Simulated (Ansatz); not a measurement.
Space group Fm-3m (No. 225). a = 5.312 Å, b = 5.312 Å, c = 5.312 Å, α = 90.00°, β = 90.00°, γ = 90.00°
| atom | site | symmetry | x | y | z |
| --- | --- | --- | --- | --- | --- |
| Co | 4a | m-3m | 0.0000 | 0.0000 | 0.0000 |
| Si | 8c | -43m | 0.2500 | 0.7500 | 0.7500 |

Equation of state of this CoSi2 structure (not necessarily the ground state), with shape and atoms relaxed at each volume where symmetry leaves them free. It has no gap at any of these volumes. Level of theory: Ansatz, DFT PBEsol, scalar-relativistic, plane waves, PAW.

Settings: cutoff 420 eV, Γ-centred mesh 14×14×14 on the computed 3-atom cell, Gaussian smearing of 0.10 eV; no spin polarisation.

```csv
V (Å³/atom),E − E(largest V) (meV/atom),P (GPa)
11.745,5.77,13.78
12.119,-17.49,6.32
12.494,-24.65,-0.02
12.869,-18.12,-5.40
13.244,0.00,-9.95
```

Question: Fit a third-order Birch–Murnaghan equation to E(V).

Answer: V0 = 12.49 Å³/atom, B0 = 194 GPa, B0' = 4.5.